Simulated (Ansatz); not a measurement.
GaP:
```
CELL_PARAMETERS angstrom
      0.00000     2.72569     2.72569
      2.72569     0.00000     2.72569
      2.72569     2.72569     0.00000
ATOMIC_POSITIONS crystal
  P  0.75000 0.75000 0.75000
  Ga 0.00000 0.00000 0.00000
```

Relaxed with r²SCAN.

Task: Map the electron localisation function on the plane through (0.750, 0.750, 0.750) spanned by u = [1, 0, 0] and v = [-1, 1, 1] in lattice vectors, from r²SCAN (plane waves, PAW; program Ansatz).

Result: x is the fraction of u, y of v (the angle between them is 90°; rows are the nearest grid lines); atoms in the plane: P at (0.00, 0.00), Ga at (0.50, 0.25).
```
|00169986422468997100|
|00168875311357886100|
|01467764211246776410|
|88876531000013567888|
|88775420000002457788|
|77654210000001245677|
|55432100000000123455|
|33210000000000001233|
|11100000000000000111|
|00000000000000000000|
|00000000111100000000|
|00000011122111000000|
|00000112222221100000|
|00001122222222110000|
|00011222222222211000|
|11122222100122222111|
|33332221000012223333|
|55553220015002235555|
|77775321000012357777|
|88987421000012478988|
|88999632111123699988|
|02799974322347999720|
|00389986322368998300|
|00169986422468997100|
```
Scale: ten equal steps from -0.003 (start of '0') to 0.916 (end of '9'), in the order '0123456789'; x runs from 0.000 to 1.00, y from 0.000 (bottom) to 1.00 (top).

The density is the valence pseudo-density with augmentation charge, so density and ELF within about 1 Å of a nucleus are not all-electron values.

Space group F-43m (zinc blende). Symmetry was held in the r²SCAN relaxation; phonons on a q-mesh show no instability. Spin–orbit coupling is left out wherever it is not named.

Potentials: the later of the program's two PAW sets.
